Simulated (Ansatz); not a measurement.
Ge (diamond, Fd-3m) under volume change, PBE in the plane-wave PAW code Ansatz, scaled uniformly.

```
V (Å³/atom)  E − E(relaxed) (meV/atom)  P (GPa)
-----------  -------------------------  -------
21.749                            42.7     6.98
22.466                            17.9     4.22
23.183                             4.2     1.94
23.900                             0.0     0.00
24.617                             3.8    -1.63
25.334                            14.1    -2.97
26.051                            30.0    -4.08
```

**Question.** What does a third-order Birch–Murnaghan fit give for V₀, B₀ and B′?

**Answer.** V₀ = 23.90 Å³/atom, B₀ = 58.6 GPa, B′ = 4.9.

The cell was relaxed with PBE under the symmetry of its start.

Potentials: the later of the program's two PAW sets.
